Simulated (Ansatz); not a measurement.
These are results of DFT PBE, scalar-relativistic, plane waves, PAW (Ansatz 0.2.0), not measurements. Each cell gets a short relaxation within its symmetry: 420 eV, a coarse mesh through Γ, smearing of 0.15 eV, at most 16 steps to 0.08 eV/Å and 0.8 GPa. Magnetic atoms start with parallel moments. Energies are free energies per atom, good to about 0.1 eV/atom between metallic cells, end volumes are rough, and groups of ends are read at 0.1 Å.

Four unrelaxed guesses for ScTiF₅:

A.

```
CELL_PARAMETERS angstrom
3.57071 0.00000 0.00000
0.00000 3.57071 0.00000
0.00000 0.00000 6.18219
ATOMIC_POSITIONS crystal
Sc 0.50000 0.50000 0.50000
Ti 0.00000 0.00000 0.00000
F 0.50000 0.00000 0.81448
F 0.50000 0.00000 0.18552
F 0.00000 0.50000 0.81448
F 0.00000 0.50000 0.18552
F 0.00000 0.00000 0.50000
```

B.

```
CELL_PARAMETERS angstrom
4.79815 0.00000 0.00000
0.00000 4.79815 0.00000
0.00000 0.00000 4.67513
ATOMIC_POSITIONS crystal
Sc 0.00000 0.00000 0.24201
Ti 0.50000 0.50000 0.26893
F 0.72736 0.72736 0.72974
F 0.27264 0.27264 0.72974
F 0.27264 0.72736 0.72974
F 0.72736 0.27264 0.72974
F 0.50000 0.50000 0.83667
```

C.

```
CELL_PARAMETERS angstrom
3.79628 0.00000 0.00000
0.00000 3.79628 0.00000
0.00000 0.00000 6.06757
ATOMIC_POSITIONS crystal
Sc 0.00000 0.00000 0.00000
Ti 0.00000 0.00000 0.50000
F 0.50000 0.00000 0.69616
F 0.00000 0.50000 0.69616
F 0.50000 0.50000 0.00000
F 0.00000 0.50000 0.30384
F 0.50000 0.00000 0.30384
```

D.

```
CELL_PARAMETERS angstrom
4.77017 0.00000 0.00000
-2.38508 4.13109 0.00000
0.00000 0.00000 4.93098
ATOMIC_POSITIONS crystal
Sc 0.00000 0.00000 0.50000
Ti 0.00000 0.00000 0.00000
F 0.50000 0.00000 0.50000
F 0.00000 0.50000 0.50000
F 0.50000 0.50000 0.50000
F 0.33333 0.66667 0.50000
F 0.66667 0.33333 0.50000
```

Problem. Which guess ends lowest, and in what structure?

Solution. B: its symmetry rises from P4mm to P4/mmm. Sc is surrounded by 4 F at 1.99 Å; Ti is surrounded by 6 F at 1.94–2.03 Å; around F on a site of symmetry m2m lie 1 Sc at 1.99 Å and 1 Ti at 2.03 Å; F on a site of symmetry 4/mmm is surrounded by 2 Ti at 1.94 Å.

```tsv
guess	start group	E start (eV/atom)	end group	E end (eV/atom)	V start (Å³/atom)	V end (Å³/atom)
A	P4/mmm	0.26	P4/mmm	0.21	11.3	10.4
B	P4mm	3.37	P4/mmm	0.00	15.4	18.0
C	P4/mmm	0.48	P4/mmm	0.33	12.5	10.6
D	P6/mmm	6.59	P6/mmm	3.58	13.9	29.8
```

Energies count from the lowest end of the screen.

Weakly bound directions are ill-defined at this level, which has no dispersion term (P6/mmm), and this can change margins and order among such cells. Other magnetic orders may lie lower. Some candidate types were left out of the draw beforehand, so a known form may be missing.
